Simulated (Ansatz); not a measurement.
## ZnAg (Pm-3m), trigonal deformation path

These are results of DFT PBEsol, scalar-relativistic, plane waves, PAW in Ansatz 0.2.0, not measurements. Settings: plane waves to 420 eV, k-mesh 16×16×16 (Γ-centred), Gaussian smearing 0.15 eV. No spin polarisation. Energies are free energies at this smearing, counted from the undisturbed cell; pressure is positive in compression.

The undisturbed cell (as given, not relaxed at this level; it stands at -3.9 GPa, and it needn't be the usual structure):

```yaml
crystal:
  lattice:
    - [3.15600, 0.00000, 0.00000]
    - [0.00000, 3.15600, 0.00000]
    - [0.00000, 0.00000, 3.15600]
  atoms:
    - { symbol: Zn, position: [0.50000, 0.50000, 0.50000] }
    - { symbol: Ag, position: [0.00000, 0.00000, 0.00000] }
```

At fixed volume and fractional coordinates, lengths along (0.577, 0.577, 0.577) are scaled against those across it; ρ is that ratio over its starting value. The cell is metallic on the mesh throughout. At ρ = 2.000 the cell becomes cubic (Fm-3m), and there the slope of the energy vanishes by symmetry.

```tsv
ρ	ΔE (meV/atom)	pressure (GPa)
0.500	?	?
0.600	2528.8	70.7
0.710	?	?
0.850	136.4	0.8
0.930	22.2	-3.0
1.000	0.0	-3.9
1.080	?	?
1.200	84.1	-0.5
1.410	210.2	4.5
1.700	347.3	10.0
2.000	389.3	11.7
```

(1) Give the withheld values.

Results:

(1) ΔE (meV/atom) at ρ = 0.500: 6691.8; pressure (GPa) at ρ = 0.500: 164.3; ΔE (meV/atom) at ρ = 0.710: 842.0; pressure (GPa) at ρ = 0.710: 24.0; ΔE (meV/atom) at ρ = 1.080: 18.2; pressure (GPa) at ρ = 1.080: -3.2.